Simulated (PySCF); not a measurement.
PySCF single point, B3LYP/6-31G*, density fitting, COSMO implicit methanol (electrostatics alone), on ammonium, NH4 (SMILES [NH4+]), charge +1, multiplicity 1.

```python
from pyscf import gto, scf, dft
mol = gto.M(atom='''
N     -0.057706    -0.002012     0.017377
H     -0.750441     0.651583     0.408446
H      0.254555    -0.651583     0.752594
H     -0.485371    -0.535159    -0.752594
H      0.750441     0.527094    -0.338947
''', basis='6-31G*', charge=1, spin=0, verbose=3)
mf = dft.RKS(mol, xc='B3LYP')
mf = mf.density_fit()
mf = mf.PCM()
mf.with_solvent.method = 'COSMO'
mf.with_solvent.eps = 32.66
mf.max_cycle = 100
e = mf.kernel()
print('converged', mf.converged)
print('E_total', e)
print('nao', mol.nao)
print('HOMO', mf.mo_energy[mf.mo_occ > 0].max())
mf.dip_moment()
```

It prints:

```

WARN: PCM is an experimental feature. It is still in testing.
Features and APIs may be changed in the future.

converged SCF energy = -57.0185339399766
converged True
E_total -57.01853393997657
nao 22
HOMO -0.5763274394695499

WARN: System has nonzero charge 1; the dipole moment is origin-dependent.
Location of origin: [0. 0. 0.]

Dipole moment(X, Y, Z, Debye): -0.27724, -0.00969,  0.08356
```

The total energy is -1551.55 eV, -3.42 eV from the same level's vacuum run.
